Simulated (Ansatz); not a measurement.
**Sb₂Pt — 121Sb nuclear quadrupole resonance**

Cell: a COD entry (the entry's cell lengths or inner coordinates differ somewhat from later room-temperature determinations), taken as it stands.

Space group Pa-3 (No. 205); a = 6.4400 Å.

```
site  Wyckoff  site symmetry       x       y       z
  Sb       8c            .3.  0.3750  0.3750  0.3750
  Pt       4a           .-3.  0.0000  0.0000  0.0000
```

One atom of each set is listed.

The numbers come from a DFT calculation in Ansatz (PBE, plane waves and PAW, scalar-relativistic, 420 eV cutoff, Γ-centred 5×5×5 k-points, Fermi–Dirac smearing 0.05 eV).

121Sb: I = 5/2, Q = -543.0 mb (year-2017 value). Static lattice, zero field.

Task: At which frequencies do the 121Sb NQR lines lie?

Result: For I = 5/2 and η = 0 the lines are 3|C_Q|/20 and twice that; η pulls their ratio below 2.

| site | atoms | V_zz (10²¹ V/m²) | C_Q (MHz) | η | line frequencies (MHz) |
| --- | --- | --- | --- | --- | --- |
| Sb | 8 | 6.33 | -83.2 | 0.00 | 12.5, 24.9 |

Task: And for 123Sb (I = 7/2, Q = -692.0 mb) on Sb?

Result: C_Q scales with Q to -106 MHz, with lines at 7.57, 15.1, 22.7 MHz.

An axis of threefold or higher order runs through Sb, so V_zz lies along it and η is zero.

At this cell the PBE pressure is 6 GPa, so with PBE the cell would grow if it were relaxed. The run finds no gap above 0.1 eV (a metal, or nearly one), so the gradients can move by 10 % or more with the k-mesh. Without spin–orbit coupling the gradients at and beside Pt can be off by some per cent, at some sites by more. With these PAW files V_zz is typically within 2 to 3 % of all-electron values, but misses above 10 % occur on Sb.
